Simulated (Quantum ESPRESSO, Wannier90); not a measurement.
## Wannier functions of ZnSnP2 (P-4m2)

```xyz
4
Lattice="4.0039 0.0000 0.0000 0.0000 4.0039 0.0000 0.0000 0.0000 5.6232" Properties=species:S:1:pos:R:3 pbc="T T T"
Zn     0.0000     0.0000     0.0000
Sn     2.0019     2.0019     2.8116
P      0.0000     2.0019     1.2768
P      2.0019     0.0000    -1.2768
```

Structure: Materials Project mp-1215429, symmetrised, not relaxed again. Not found in the COD (Crystallography Open Database) copy used; not checked further. Level: PBEsol, no spin polarisation, no spin-orbit coupling; pw.x of Quantum ESPRESSO at 68 Ry with PseudoDojo potentials, 8×8×6 k-points, Wannier90. Density: 8×8×6 mesh, Gaussian smearing 0.01 Ry. Spin-orbit coupling is left out although heavy elements are present.

Base run: 21 functions from bands 10-42 of the 42 computed, start hydrogen-like Zn: s;p;d; Sn: s;p; P: s;p, centres 0.05 Å off the atoms, frozen window up to 1.98 eV relative to the valence-band maximum, outer window open. One thing is changed at a time; window edges are relative to the valence-band maximum. The misfit compares interpolated bands with pw.x on a high-symmetry path, for states up to 1.5 eV relative to the valence-band maximum. Converged means that the tolerances were met: symmetric starts can stop on a saddle, which shows as a larger Ω_OD at equal Ω_I and can move the misfit too.

```tsv
setting	functions	frozen to (eV)	Ω_I (Å²)	Ω_D (Å²)	Ω_OD (Å²)	rms misfit (meV)	worst (meV)	ended
base	21	1.98	25.73	0.05	3.89	2.3	39	converged
frozen window to 3.98 eV	21	3.98	31.02	0.09	4.76	1.3	13	converged
no frozen window	21	none	23.31	0.02	3.15	182	1324	converged
outer window to 8.78 eV	21	1.98	–	–	–	–	–	stops: too few bands in the window
```
